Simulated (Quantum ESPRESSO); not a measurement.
# Planted mistakes on one cell of Zr2TaO5F3

The results below are calculated, not measured. They come from pw.x of Quantum ESPRESSO 7.5, a plane-wave density functional program, with PseudoDojo standard norm-conserving files (v0.5 for PBE, v0.4.1 for LDA and PBEsol). The cells are made up: elements, strain and atom displacements were drawn at random, and nothing was relaxed. There is no spin polarisation, spin-orbit coupling or dispersion term.

The cell has 12 sites of a rutile lattice (two cells along c). Sites 1 to 4 hold Zr empty Ta Zr; sites 5 to 12 hold O O F O O O F F. Cell vectors in Å: (4.875, 0.033, -0.017); (0.033, 4.877, 0.014); (-0.023, 0.018, 6.513). Settings: PBE, cutoff 1143 eV, 5 x 5 x 4 k mesh shifted by half a step, Fermi-Dirac smearing of 0.025 eV.

The intended run has a self-consistency threshold of 1e-07 eV, a smearing term of 0.000 eV, a pressure of -6.99 GPa and 18 iterations. Each further run changes one thing: all lengths scaled by 1.0133; atoms of sites 5 and 11 exchanged; cutoff 845 eV; files of PBEsol; k mesh 2 x 2 x 2; one electron removed; smearing 0.71 eV; threshold 0.2 eV. A coarse mesh keeps the shift, and a charged cell sits in a uniform background.

```
run,change of free energy (eV),smearing term -TS (eV),change of P (GPa),largest change of a force component (eV/Å),iterations
A,0.008,0.000,-0.01,0.045,18
B,17.069,0.000,-4.69,0.195,18
C,0.371,0.000,-4.91,0.396,19
D,-6.509,-0.021,-12.86,0.990,22
E,-2.312,0.000,-0.89,3.867,18
F,0.117,0.000,-0.72,0.113,8
G,0.778,0.000,-6.69,0.012,18
H,-1.705,-4.864,4.35,1.566,19
```

A rerun of the intended cell at 1467 eV and k mesh 7 x 7 x 6 moved values by no more than 0.004 eV in the cell's energy, 0.03 GPa in stress and 0.003 eV/Å in force.

Question: which change belongs to which run?

## Worked reading

Run F has the fewest iterations, as a run stopped early does. Run H has the largest smearing term, as wide smearing gives. Run C changes the volume by a factor of 1.0404; minus its pressure change over the logarithm of that factor, 124 GPa, is a rough bulk modulus with clamped atoms. Energies from files of another functional, or of a charged cell, have another zero and say nothing on stability; the pressure of a charged cell rests on the program's zero of potential too.

## Key

| run | change |
| --- | --- |
| A | k mesh 2 x 2 x 2 |
| B | files of PBEsol |
| C | all lengths scaled by 1.0133 |
| D | one electron removed |
| E | atoms of sites 5 and 11 exchanged |
| F | threshold 0.2 eV |
| G | cutoff 845 eV |
| H | smearing 0.71 eV |